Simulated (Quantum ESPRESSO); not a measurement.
Different elements on one site among Ga Nb W

These are calculations, not measurements. They come from Quantum ESPRESSO 7.5, a public plane-wave density functional program. Each row is one single-point run on a made-up periodic cell of eight metal atoms, with elements, volume, strain and displacements drawn at random and not relaxed, so a cell may be unstable or far from any real phase. There is no spin polarisation or spin-orbit coupling.

Settings: PBE unless stated; PseudoDojo standard norm-conserving files; Fermi-Dirac width 0.25 eV, which means electrons at about 2900 K; cutoff 1143 eV; 6 x 4 x 4 k mesh shifted half a step off Gamma. E is the free energy of the whole cell (internal energy minus TS), so a -TS column is already part of it. Stress is positive in tension, and the pressure P is minus a third of its trace.

Checks: one run of this series was repeated at a higher cutoff and on a denser mesh, which moved values by no more than 0.003 eV, 0.04 GPa and 0.006 eV/Å, and a second program with other atomic files agreed on it to 2 % rms in force and 0.5 GPa in pressure. Known limits: heavy elements are run without spin-orbit coupling, which real alloys of them have; a spin test at this wide smearing found no moment, but such smearing suppresses magnetism that the real alloy may have.

The lattice is face-centred cubic, and the cell vectors in Å are (0.009, 4.302, 0.016); (-4.247, -0.025, -4.312); (-4.187, 0.006, 4.252), a volume of 155.35 Å³. The elements on sites 1 to 8 are Nb W Ga W W Nb X Ga. The runs change X and keep the cell and the displaced positions. The column v is a rough volume for each atom of the pure element, close to PBE values, from general knowledge and not from these runs. Energies are left out, as each element's file has its own zero.

```
run   X  v (Å³)  -TS (eV)  force on X (eV/Å)  rms force (eV/Å)  P (GPa)
  1  Sc    24.6    -1.671              0.739             0.411   -15.26
  2  Ru    13.8    -1.753              0.270             0.363   -23.37
  3  Ag    17.8    -1.550              0.417             0.371   -18.34
  4  Pd    15.3    -1.609              0.118             0.344   -21.10
  5  Al    16.5         ?                  ?                 ?        ?
```

## Worked fit

A straight line through the runs shown gives P = -32.1 + 0.706 v GPa with v in Å³, an error of 0.142 on the slope and a scatter of 1.18 GPa. At this fixed volume the pressure tends to rise with the size of X.

## Withheld run

Question: what pressure should run 5, with Al, give?

The fit gives -20.45 ± 1.33 GPa. The calculation gave -19.63 GPa.
